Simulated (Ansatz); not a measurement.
TiS2:
```cif
data_S2Ti
_chemical_formula_sum 'Ti1 S2'
_space_group_name_H-M_alt 'P 1'
_space_group_IT_number 1
_cell_length_a 3.31482
_cell_length_b 3.31482
_cell_length_c 5.44654
_cell_angle_alpha 90.000
_cell_angle_beta 90.000
_cell_angle_gamma 120.000
loop_
_space_group_symop_operation_xyz
  'x, y, z'
loop_
_atom_site_label
_atom_site_type_symbol
_atom_site_fract_x
_atom_site_fract_y
_atom_site_fract_z
_atom_site_occupancy
Ti1 Ti 0.00000 0.00000 0.00000 1
S1 S 0.33333 0.66667 0.26093 1
S2 S 0.66667 0.33333 0.73907 1
```

Relaxed with LDA.

Task: Decompose the optical modes at the zone centre into irreducible representations, and say which are infrared and Raman allowed.

Result: Point group -3m: Γ_opt = A1g + A2u + Eg + Eu. Infrared: A2u, Eu. Raman: A1g, Eg.

Task: Assign frequencies (DFPT, LDA in the plane-wave PAW code Ansatz).

Result: Eu 198, Eg 248, A1g 343, A2u 388 cm⁻¹.

Space group P-3m1 (CdI2 type). The LDA relaxation kept the symmetry of its start; phonons on a q-mesh show no instability. No spin polarisation was allowed. A crystal of weakly bound layers computed without a dispersion correction: the cell and the soft elastic constants depend strongly on that. As this level gives no gap, phonon frequencies hold no LO–TO term and depend on the k-mesh and smearing (Fermi–Dirac, 0.1 eV here).

Potentials: the later of the program's two PAW sets.
